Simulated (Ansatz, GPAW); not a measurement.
This is a calculation of NbTe for Ansatz 0.2.0. The cell comes from a database or a generator and needn't be the stable form of this composition.

The input input.yaml:

```yaml
crystal:
  lattice:
    - [3.4257, 0.0, 0.0]
    - [0.0, 3.4257, 0.0]
    - [0.0, 0.0, 3.4257]
  atoms:
    - { symbol: Nb, position: [0.5, 0.5, 0.5] }
    - { symbol: Te, position: [0.0, 0.0, 0.0] }
hamiltonian:
  xc: pbe
  pseudopotentials: { kind: paw, azcp: { folder: soft_1 } }
kpoints:
  mp_grid: { grid: [8, 8, 8] }
scf:
  occupations: { method: fermi_dirac, width: 0.05 }
output:
  forces: true
  stress: true
  eigenvalues: true
```

Potentials or basis: Ansatz PAW soft_1.

Command:

```sh
$ ansatz run input.yaml --threads 1 --pin off --max-ram 3584MiB --backend cpu --events-out ev --progress --plain --runs-dir out
```

Task: Set up the same calculation for GPAW 26.7.0 (ASE script). Potentials or basis there: GPAW PAW data sets (gpaw-data 1.2.1), cutoff 600 eV.

Result: As run (cutoffs and basis follow the program's own potentials, and thresholds, step limits or extra output files can differ):

File run.py:

```python
from ase import Atoms
from ase.dft.bandgap import bandgap
from ase.io import write
from ase.units import GPa
from gpaw import GPAW, PW

atoms = Atoms(['Nb', 'Te'],
              cell=[[3.4257, 0.0, 0.0],
                    [0.0, 3.4257, 0.0],
                    [0.0, 0.0, 3.4257]],
              scaled_positions=[[0.5, 0.5, 0.5],
                                [0.0, 0.0, 0.0]],
              pbc=True)

calc = GPAW(mode=PW(600),
            xc='PBE',
            kpts={'size': (8, 8, 8), 'gamma': True},
            occupations={'name': 'fermi-dirac', 'width': 0.05},
            nbands=20,
            convergence={'density': 1e-05, 'energy': 1e-05},
            maxiter=150,
            txt='gpaw.txt')
atoms.calc = calc
energy = atoms.get_potential_energy()
forces = atoms.get_forces()
stress = atoms.get_stress()
calc.write('gs.gpw')
write('result.traj', atoms)
print(f'Energy: {energy:.6f} eV')
print('Forces (eV/A):')
print(forces.round(4))
print('Stress (GPa):', (stress / GPa).round(3))
print('Fermi level:', round(calc.get_fermi_level(), 4), 'eV')
print(f'Gap: {bandgap(calc)[0]:.4f} eV, direct: {bandgap(calc, direct=True)[0]:.4f} eV')
```

Potentials or basis: GPAW PAW data sets (gpaw-data 1.2.1), pw.

Run with:

```console
$ OMP_NUM_THREADS=1 python run.py
```

Both were run:

|  | Ansatz | GPAW |
| --- | --- | --- |
| Pressure | 0.0 GPa | -1.0 GPa |

Ansatz's pressure holds a Pulay term of +0.03 GPa for its cutoff of 420 eV, which the other run lacks.

The potentials hold 29 and 19 valence electrons a cell.

Where Ansatz's input types no cutoff or centring, it takes its own default and a Γ-centred mesh.

Pressure is positive in compression.
